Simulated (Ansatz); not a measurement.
Data:

Cu (fcc, Cu type)

```cif
data_Cu
_chemical_formula_sum 'Cu1'
_space_group_name_H-M_alt 'P 1'
_space_group_IT_number 1
_cell_length_a 2.51997
_cell_length_b 2.51997
_cell_length_c 2.51997
_cell_angle_alpha 60.000
_cell_angle_beta 60.000
_cell_angle_gamma 60.000
loop_
_space_group_symop_operation_xyz
  'x, y, z'
loop_
_atom_site_label
_atom_site_type_symbol
_atom_site_fract_x
_atom_site_fract_y
_atom_site_fract_z
_atom_site_occupancy
Cu1 Cu 0.00000 0.00000 0.00000 1
```

Equation-of-state scan: isotropic scaling of the cell above, V₀ being its volume. Symmetry pins the atoms to their sites.

Computed with PBEsol (plane waves to 420 eV, PAW, scalar-relativistic; Ansatz, a first-principles code). k mesh 23×23×23 (Γ-centred), Fermi-Dirac smearing 0.05 eV. The energy includes the smearing's −TS. Compression counts positive. Cu is run without spin polarisation. Cu was relaxed with its symmetry unable to fall. ΔE is measured from the relaxed starting cell.

The scan covers V/V₀ from 0.900 to 1.100 in 9 points.

Q: What is the fitted pressure derivative B₀′?

A: 5.0.

Q: What bulk modulus B₀ follows from a third-order Birch-Murnaghan fit?

A: 168 GPa.

(Under strain, the slope of the energy per volume gives the stress and its curvature an elastic modulus.)
